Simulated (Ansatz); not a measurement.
Starting cell, NiSi2 (fluorite type, space group Fm-3m):

```
NiSi2
1.0
    0.00000     2.69495     2.69495
    2.69495     0.00000     2.69495
    2.69495     2.69495     0.00000
Ni Si
1 2
Direct
  0.00000   0.00000   0.00000
  0.25000   0.25000   0.25000
  0.75000   0.75000   0.75000
```

In this cell atom 3 (Si, nearest neighbour Ni at 2.334 Å; its periodic images, 3.8 Å or more away, move with it) is moved by u·(1.000, 0.000, 0.000) + v·(0.000, 0.000, 1.000); the rest is frozen.

All values below come from PBEsol (plane waves to 420 eV, PAW, scalar-relativistic; Ansatz, a quantum-chemistry and plane-wave program). k mesh 12×12×12 (Γ-centred), Fermi-Dirac smearing 0.05 eV. E stands for the smeared free energy. Points where atoms come too close for the PAW data are left out (x in tables, blank in figures). With partly filled bands, energies and forces of such displacements shift with the k mesh and the smearing. On this mesh the relaxed cell isn't quite at rest: it carries a pressure of -0.1 GPa (compression positive) at the zero of the scan. NiSi2 is run without spin polarisation. NiSi2 was relaxed with its symmetry unable to fall. The last digit holds for this mesh only.

Changes of ΔE (eV/cell) from the point u = 0.000 Å, v = 0.000 Å when one coordinate moves alone (two changes are said to add if the coupling is within 5 % of the smaller one, nearly so within 20 %):

| point | change |
|---|---|
| u = 0.000 Å, v = -0.770 Å | 3.1932 |
| u = 0.000 Å, v = -0.513 Å | 1.2037 |
| u = 0.000 Å, v = -0.257 Å | 0.2772 |
| u = -0.770 Å, v = 0.000 Å | 3.1932 |
| u = -0.513 Å, v = 0.000 Å | 1.2037 |
| u = -0.257 Å, v = 0.000 Å | 0.2772 |
| u = 0.257 Å, v = 0.000 Å | 0.2772 |
| u = 0.513 Å, v = 0.000 Å | 1.2037 |
| u = 0.770 Å, v = 0.000 Å | 3.1932 |
| u = 0.000 Å, v = 0.257 Å | 0.2772 |
| u = 0.000 Å, v = 0.513 Å | 1.2037 |
| u = 0.000 Å, v = 0.770 Å | 3.1932 |

Question: What is the change at u = 0.257 Å, v = -0.513 Å, where both move, and how far is it from the sum?

Answer: The sum of the single changes is 0.2772 + (1.2037) = 1.4809; the calculation gives 1.5627, so the coupling contributes 0.0818 (over 20 % of the smaller single change, not additive).

Question: Do the two effects add at u = 0.257 Å, v = -0.257 Å? Give the computed change.

Answer: The sum of the single changes is 0.2772 + (0.2772) = 0.5544; the calculation gives 0.5794, so the coupling contributes 0.0250 (under 20 % of the smaller single change, nearly additive).

Question: Do the two effects add at u = -0.770 Å, v = -0.257 Å? Give the computed change.

Answer: The sum of the single changes is 3.1932 + (0.2772) = 3.4704; the calculation gives 3.6012, so the coupling contributes 0.1308 (over 20 % of the smaller single change, not additive).

(A displaced cell: forces are minus the slopes of the energy, force constants its curvatures, and phonons follow from these.)
